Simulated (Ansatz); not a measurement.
SnAu:
```cif
data_Au2Sn2
_chemical_formula_sum 'Sn2 Au2'
_space_group_name_H-M_alt 'P 1'
_space_group_IT_number 1
_cell_length_a 4.35864
_cell_length_b 4.35864
_cell_length_c 5.60003
_cell_angle_alpha 90.000
_cell_angle_beta 90.000
_cell_angle_gamma 120.000
loop_
_space_group_symop_operation_xyz
  'x, y, z'
loop_
_atom_site_label
_atom_site_type_symbol
_atom_site_fract_x
_atom_site_fract_y
_atom_site_fract_z
_atom_site_occupancy
Sn1 Sn 0.66667 0.33333 0.75000 1
Sn2 Sn 0.33333 0.66667 0.25000 1
Au1 Au 0.00000 0.00000 0.50000 1
Au2 Au 0.00000 0.00000 0.00000 1
```

Relaxed with r²SCAN.

Problem. Tabulate the valence density and the electron localisation function along the shortest Au–Au contact (2.80 Å), DFT-r²SCAN in the program Ansatz with PAW potentials.

Solution. 

```tsv
distance from Au (Å)	density (e/Å³)	ELF
0.28	11.88	0.69
0.42	9.06	0.62
0.56	6.25	0.57
0.70	3.81	0.51
0.84	1.88	0.42
0.98	0.86	0.33
1.12	0.54	0.26
1.26	0.38	0.24
1.40	0.35	0.25
1.54	0.38	0.24
1.68	0.54	0.26
1.82	0.87	0.33
1.96	1.88	0.42
2.10	3.80	0.51
2.24	6.26	0.57
2.38	9.06	0.62
2.52	11.88	0.69
```

The density is the valence pseudo-density with augmentation charge, so density and ELF within about 1 Å of a nucleus are not all-electron values.

Space group P6_3/mmc (NiAs type). The first step of the workflow began from a Materials Project structure, measured or hypothetical; the Crystallography Open Database files this formula in space group No. 194, but the cells were not matched. Whether it is the stable phase at ambient conditions was not checked. The cell was relaxed with r²SCAN under the symmetry of its start; of distortions, only those at the zone centre were tested. Spin–orbit coupling is left out wherever it is not named.

Potentials: the later of the program's two PAW sets.
